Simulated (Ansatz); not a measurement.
Input and command of a plane-wave DFT calculation in Ansatz:

```yaml
crystal:
  lattice:
    - [0.0, 6.9672852106, 2.7826287598]
    - [4.7904304972, 0.0, 2.7826287598]
    - [4.7904304972, 6.9672852106, 0.0]
  atoms:
    - { symbol: Zr, position: [0.27229091, 0.74004792, 0.12233145] }
    - { symbol: Zr, position: [0.74004792, 0.27229091, 0.86532972] }
    - { symbol: Zr, position: [0.38467028, 0.12766855, 0.50995208] }
    - { symbol: Zr, position: [0.12766855, 0.38467028, 0.97770909] }
    - { symbol: Al, position: [0.86545271, 0.86545271, 0.13454729] }
    - { symbol: Al, position: [0.11545271, 0.11545271, 0.38454729] }
    - { symbol: Al, position: [0.68320097, 0.31394416, 0.54799946] }
    - { symbol: Al, position: [0.31394416, 0.68320097, 0.45485541] }
    - { symbol: Al, position: [0.79514459, 0.70200054, 0.93605584] }
    - { symbol: Al, position: [0.70200054, 0.79514459, 0.56679903] }
basis:
  ecutwfc: 420
kpoints:
  mp_grid: { grid: [8, 8, 8] }
hamiltonian:
  xc: pbesol
scf:
  occupations: { method: gaussian, width: 0.1 }
output:
  forces: true
  stress: true
  eigenvalues: true
relax:
  adjacent_minimum: "off"
  f_tol: 0.005
  max_steps: 80
  cell: { stress_tol: 0.05 }
```

```bash
ansatz run input.yaml --threads 2 --pin off --max-ram 5120MiB --backend cpu --events-out ev --progress --plain --runs-dir out
```

Processor: Intel(R) Xeon(R) CPU @ 2.80GHz (Skylake/Cascade Lake), 2 threads, on a host shared with other jobs.

**Question.** Estimate time, memory and problem size.

**Answer.** About 2.9 min on 2 threads of Intel(R) Xeon(R) CPU @ 2.80GHz (Skylake/Cascade Lake), with other jobs on the host, peak memory 0.94 GiB. It solves 43 bands at 95 k points (the mesh reduced by symmetry) with about 3573 plane waves (on the last cell), in 35 SCF iterations over 7 ionic steps.
